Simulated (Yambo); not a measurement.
**How GW settings move the gap: AgI**

G0W0@LDA for AgI (zinc blende, space group F-43m, No. 216) in Yambo. Reference settings: 4×4×4 Γ-centred k mesh, bands 5 to 129 and a 8 Ry block in the screening, 129 bands in G with the Bruneval-Gonze terminator, plasmon pole fitted at 27.2 eV. The LDA gap Γ → Γ on this mesh is 1.05 eV; G0W0 gaps are taken between the same points.

```tsv
change from the reference	G0W0 gap Γ → Γ (eV)	shift of the valence edge (eV)
reference settings	2.36	-0.81
81 bands in W, 81 bands in G	2.37	-0.73
3 Ry block	2.27	-0.64
46 bands in G, no terminator	2.19	-0.29
```

The reference isn't shown to be the converged limit.

Without spin-orbit coupling, band edges of such heavy elements can be off by tenths of an eV.

Geometry relaxed with LDA; primitive cell a = b = c = 4.4860 Å, α = β = γ = 60.00°.

A shift is the quasiparticle energy of the state minus its LDA energy.
